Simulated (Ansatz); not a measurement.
Input and command of a calculation in Ansatz (plane waves; scalar-relativistic PAW potentials unless the input names others):

```yaml
crystal:
  lattice:
    - [4.5960102917, -0.0014722603, 1.2894e-05]
    - [-1.9150736571, 5.1651394422, 0.0044269686]
    - [1.47396e-05, -0.0766801597, 6.5838495206]
  atoms:
    - { symbol: Be, position: [0.7502512702, 0.0004921002, 0.5712181841] }
    - { symbol: Be, position: [0.2497487298, 0.9995078998, 0.4287818159] }
    - { symbol: S, position: [0.315501725, 0.832413993, 0.701212144] }
    - { symbol: S, position: [0.8142857743, 0.8296048638, 0.2973402189] }
    - { symbol: S, position: [0.1857142257, 0.1703951362, 0.7026597811] }
    - { symbol: S, position: [0.684498275, 0.167586007, 0.298787856] }
basis:
  ecutwfc: 420
kpoints:
  mp_grid: { grid: [4, 4, 3] }
hamiltonian:
  xc: pbe
scf:
  occupations: { method: gaussian, width: 0.02 }
output:
  forces: true
  eigenvalues: true
  stress: true
accuracy: low
```

```bash
ansatz run input.yaml --threads 1 --pin off --max-ram 2560MiB --backend cpu --events-out ev --progress --plain --runs-dir out
```

Abridged log:
```
Basis set: ecut = 420 eV, 3065 PW (Γ), exchange–correlation on 64×80×90 points (8 copies of the dense FFT grid, shifted against one another)
Bands: 20, of which v1, the nominal top of the filled ones, is band 14 counted from 1 (13 counted from 0)
Symmetry: 2 space group operations
k-points: 26 of 48
SCF iter   1: F=—  HF=-3796.459975 eV  |F-HF|=—  |Δ(HF+E_count)|=         —  Δρ=2.38e-3  dr2=8.91e-3  ethr=1.77e-3  ⟨swp⟩=9.4  Hψ=3608  notcnv=0
SCF iter   2: F=—  HF=-3796.456962 eV  |F-HF|=—  |Δ(HF+E_count)|=   3.01e-3  Δρ=1.15e-3  dr2=2.10e-3  ethr=3.18e-5  ⟨swp⟩=2.3  Hψ=1136  notcnv=0  defer=42
SCF iter   3: F=—  HF=-3796.457320 eV  |F-HF|=—  |Δ(HF+E_count)|=   3.57e-4  Δρ=1.97e-4  dr2=1.14e-4  ethr=7.49e-6  ⟨swp⟩=2.8  Hψ=937  notcnv=0  defer=16
automatic band count: iteration 3 solves 19 bands in place of 20: the levels show a gap, and the empty bands left out lie too high to hold charge; the band table lists the bands solved (type scf.n_extra_bands for more)
SCF iter   4: F=—  HF=-3796.457345 eV  |F-HF|=—  |Δ(HF+E_count)|=   2.57e-5  Δρ=5.97e-5  dr2=1.16e-5  ethr=4.06e-7  ⟨swp⟩=2.1  Hψ=753  notcnv=0  defer=16
SCF iter   5: F=—  HF=-3796.457190 eV  |F-HF|=—  |Δ(HF+E_count)|=   1.55e-4  Δρ=2.03e-5  dr2=9.77e-7  ethr=4.15e-8  ⟨swp⟩=2.0  Hψ=741  notcnv=0  defer=16
SCF iter   6: F=—  HF=-3796.457192 eV  |F-HF|=—  |Δ(HF+E_count)|=   1.17e-6  Δρ=5.88e-6  dr2=1.14e-7  ethr=3.49e-9  ⟨swp⟩=2.0  Hψ=745  notcnv=0  defer=16
SCF iter   7: F=-3796.457192 eV  HF=-3796.457192 eV  |F-HF|=1.00e-8  |Δ(HF+E_count)|=   7.19e-8  Δρ=1.54e-6  dr2=5.07e-9  ethr=3.57e-10  ⟨swp⟩=7.6  Hψ=2112  notcnv=0
SCF 1 converged in 7 iterations: F = -3796.457192 eV  dr2 = 5.07e-9
SCF converged after 7 iterations
Free energy (F): -3796.457192 eV
Harris-Foulkes:  -3796.457192 eV  (|F-HF|=1.00e-8)
Internal energy: -3796.457192 eV  (E = F + TS)
E sigma→0 (E₀):  -3796.457192 eV
Fermi energy:    1.810190 eV
--- Forces (eV/Å), atoms counted from 1 ---
  atom   1  Be    -0.00094271     0.00055716     0.00450567
  atom   2  Be     0.00094271    -0.00055716    -0.00450567
  atom   3  S      0.00096022     0.00098869     0.00118850
  atom   4  S      0.00105253     0.00017174    -0.00198022
  atom   5  S     -0.00105253    -0.00017174     0.00198022
  atom   6  S     -0.00096022    -0.00098869    -0.00118850
--- Stress (GPa, compression-positive) ---
        0.017419      -0.015319      -0.001260
       -0.015316       0.033887       0.003904
       -0.001260       0.003904       0.017788
  P = ⅓ Tr σ = 0.0230 GPa (0.230 kbar)
```

Apart from outputs, empty bands and the relaxation, which only the reference makes, the input differs from a reference run on usual settings in accuracy: not typed → "low"; kpoints.mp_grid.grid: [6, 6, 4] → [4, 4, 3]. The reference, at the same geometry, ended its own course with pressure 0.01 GPa, largest force 0.006 eV/Å, gap on the mesh 2.24 eV. This run converged in 7 SCF iterations with an energy at zero smearing 0.35 meV/atom above the reference's, pressure 0.02 GPa, largest force 0.005 eV/Å, gap on the mesh 2.35 eV. Its accuracy level and k mesh are looser than usual, yet energy, pressure and forces hardly moved.

Time: 3.8 s on 1 thread of Intel(R) Xeon(R) Platinum 8375C CPU @ 2.90GHz (Ice Lake), on a shared host, peak memory 0.43 GiB.